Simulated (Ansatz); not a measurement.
# Ag (Fm-3m): what a change of settings does

```xyz
1
Lattice="0.0000 2.0523 2.0523 2.0523 0.0000 2.0523 2.0523 2.0523 0.0000" Properties=species:S:1:pos:R:3 pbc="T T T"
Ag    0.0000    0.0000    0.0000
```

Unless marked otherwise, the numbers come from r²SCAN, PAW on Ansatz 0.2.0's default frozen-core files (fitted under PBE), scalar-relativistic. k mesh 22×22×22, strains of ±0.005, Fermi-Dirac smearing of 0.100 eV, cutoff 500 eV. The cell was relaxed by PAW under this functional.

With these settings the run gives C11 = 127.8, C44 = 52.2 GPa and B_V = 103.3 GPa (relaxed ions).

(1) The run is repeated in the same cell with kpoints.mp_grid.grid from [22, 22, 22] to [28, 28, 28]. What moves, and by how much?

Results:

(1) C11: -3.26 %; C44: -12.91 %; B_V: -0.42 %.

Keep in mind: frozen-core PAW files fitted under PBE, their cores solved anew for the functional of the run; responses of metals move with mesh and smearing.
